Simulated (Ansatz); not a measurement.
Time and memory for Al16BrO23

```yaml
crystal:
  lattice:
    - [-4.8050272208, -2.7741837594, 4.3720844159]
    - [4.8050272208, -2.7741837594, 4.3720844159]
    - [0.0, 5.5483675188, 4.3720844159]
  atoms:
    - { symbol: Al, position: [0.647904, 0.647904, 0.647904] }
    - { symbol: Al, position: [0.147904, 0.147904, 0.647904] }
    - { symbol: Al, position: [0.147904, 0.647904, 0.147904] }
    - { symbol: Al, position: [0.647904, 0.147904, 0.147904] }
    - { symbol: Al, position: [0.852096, 0.852096, 0.852096] }
    - { symbol: Al, position: [0.352096, 0.352096, 0.852096] }
    - { symbol: Al, position: [0.352096, 0.852096, 0.352096] }
    - { symbol: Al, position: [0.852096, 0.352096, 0.352096] }
    - { symbol: Al, position: [0.147904, 0.147904, 0.147904] }
    - { symbol: Al, position: [0.647904, 0.647904, 0.147904] }
    - { symbol: Al, position: [0.647904, 0.147904, 0.647904] }
    - { symbol: Al, position: [0.147904, 0.647904, 0.647904] }
    - { symbol: Al, position: [0.352096, 0.352096, 0.352096] }
    - { symbol: Al, position: [0.852096, 0.852096, 0.352096] }
    - { symbol: Al, position: [0.852096, 0.352096, 0.852096] }
    - { symbol: Al, position: [0.352096, 0.852096, 0.852096] }
    - { symbol: Br, position: [0.40307275, 0.59692725, 0.25] }
    - { symbol: O, position: [0.90307275, 0.09692725, 0.25] }
    - { symbol: O, position: [0.90307275, 0.59692725, 0.75] }
    - { symbol: O, position: [0.40307275, 0.09692725, 0.75] }
    - { symbol: O, position: [0.40307275, 0.75, 0.59692725] }
    - { symbol: O, position: [0.90307275, 0.25, 0.59692725] }
    - { symbol: O, position: [0.90307275, 0.75, 0.09692725] }
    - { symbol: O, position: [0.40307275, 0.25, 0.09692725] }
    - { symbol: O, position: [0.59692725, 0.25, 0.40307275] }
    - { symbol: O, position: [0.09692725, 0.75, 0.40307275] }
    - { symbol: O, position: [0.09692725, 0.25, 0.90307275] }
    - { symbol: O, position: [0.59692725, 0.75, 0.90307275] }
    - { symbol: O, position: [0.25, 0.40307275, 0.59692725] }
    - { symbol: O, position: [0.75, 0.90307275, 0.59692725] }
    - { symbol: O, position: [0.75, 0.40307275, 0.09692725] }
    - { symbol: O, position: [0.25, 0.90307275, 0.09692725] }
    - { symbol: O, position: [0.75, 0.59692725, 0.40307275] }
    - { symbol: O, position: [0.25, 0.09692725, 0.40307275] }
    - { symbol: O, position: [0.25, 0.59692725, 0.90307275] }
    - { symbol: O, position: [0.75, 0.09692725, 0.90307275] }
    - { symbol: O, position: [0.59692725, 0.40307275, 0.75] }
    - { symbol: O, position: [0.09692725, 0.90307275, 0.75] }
    - { symbol: O, position: [0.09692725, 0.40307275, 0.25] }
    - { symbol: O, position: [0.59692725, 0.90307275, 0.25] }
total_charge: 1
kpoints:
  mp_grid: { grid: [3, 3, 3] }
scf:
  occupations: { method: fermi_dirac, width: 0.01 }
hamiltonian:
  xc: pbe
  pseudopotentials: { kind: paw }
output:
  forces: true
  stress: true
  populations: true
  efg:
    quadrupole_moments_barn: { Al: 0.1466, Br: 0.2579, O: -0.02558 }
    contact_densities: true
```

```sh
ansatz run input.yaml --threads 1 --pin off --max-ram 3072MiB --backend cpu --events-out ev --progress --plain --runs-dir out
```

It runs on 1 thread of Intel Xeon 6975P-C (Granite Rapids) (x86_64; 16 cores open to the job, memory cap 3.0 GiB, no GPU), a shared host with a load of 0.6 a core.

Q: Estimate the wall time and the peak memory.

A: About 47 s of wall time (47 s of CPU time) and 0.84 GiB. The run holds 192 valence electrons in 136 bands, about 6807 plane waves a k-point and 10 irreducible k-points, and took 9 SCF iterations. Times on a shared host vary by tens of per cent.
